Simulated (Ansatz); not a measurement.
Data:

CuI (zinc blende, space group No. 216), a = b = c = 6.079 Å, α = β = γ = 90.00°; the cell used has 2 atoms.

This is the PBE-relaxed structure.

All from PBE in the plane-wave PAW code Ansatz, unless another level is named. Give the hole effective mass, band 3 of 3 at the edge.

0.22 along [100], 0.18 along [110], 0.17 along [111] (mₑ).

Give the HSE06 gap on the PBE cell.

2.61 eV.

Next, the hole effective mass, band 2 of 3 at the edge?

0.75 along [100], 0.75 along [110], 1.5 along [111] (mₑ).

And the gap with spin–orbit coupling?

0.95 eV.

What about the band gap?

1.10 eV (direct).

Space group F-43m (zinc blende). The cell was relaxed with PBE under the symmetry of its start; phonons on a q-mesh show no instability. No spin polarisation was allowed. Spin–orbit coupling is left out wherever it is not named.

Potentials: the later of the program's two PAW sets.
